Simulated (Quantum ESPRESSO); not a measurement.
pw.x input (Quantum ESPRESSO 7.5; PBE, PseudoDojo stringent norm-conserving files, scalar-relativistic):

```
&CONTROL
  calculation = 'scf'
  pseudo_dir = './pseudo'
  outdir = './out'
  tprnfor = .true.
  tstress = .true.
/
&SYSTEM
  ibrav = 0
  nat = 2
  ntyp = 2
  ecutwfc = 114.0
  ecutrho = 456.0
  occupations = 'smearing'
  smearing = 'fd'
  degauss = 0.002
  nbnd = 17
/
&ELECTRONS
  conv_thr = 2e-10
/
ATOMIC_SPECIES
N 14.0070 N.upf
Ga 69.7230 Ga.upf
CELL_PARAMETERS angstrom
  0.000000000000   2.249800655000   2.249800655000
  2.249800655000   0.000000000000   2.249800655000
  2.249800655000   2.249800655000   0.000000000000
ATOMIC_POSITIONS crystal
N   0.250000000000   0.250000000000   0.250000000000
Ga   0.000000000000   0.000000000000   0.000000000000
K_POINTS automatic
10 10 10 0 0 0
```

End of the output:

```

[...]
     the Fermi energy is    12.5419 ev
!    total energy              =    -517.47330313 Ry
     estimated scf accuracy    <          8.8E-12 Ry
     smearing contrib. (-TS)   =      -0.00000000 Ry
     internal energy E=F+TS    =    -517.47330313 Ry
     The total energy is F=E-TS. E is the sum of the following terms:
     one-electron contribution =    -389.04362931 Ry
     hartree contribution      =     200.60348267 Ry
     xc contribution           =     -57.95842455 Ry
     ewald contribution        =    -271.07473194 Ry
     convergence has been achieved in  11 iterations
     Forces acting on atoms (cartesian axes, Ry/au):
     atom    1 type  1   force =     0.00000000    0.00000000    0.00000000
     atom    2 type  2   force =     0.00000000    0.00000000    0.00000000
     Total force =     0.000000     Total SCF correction =     0.000000
     Computing stress (Cartesian axis) and pressure
          total   stress  (Ry/bohr**3)                   (kbar)     P=       55.89
   0.00037996  -0.00000000   0.00000000           55.89       -0.00        0.00
  -0.00000000   0.00037996  -0.00000000           -0.00       55.89       -0.00
   0.00000000  -0.00000000   0.00037996            0.00       -0.00       55.89
```
In a gapped system the printed Fermi energy is only some level inside the gap.

Spin-orbit coupling is not included.

Geometry relaxed with PBEsol.
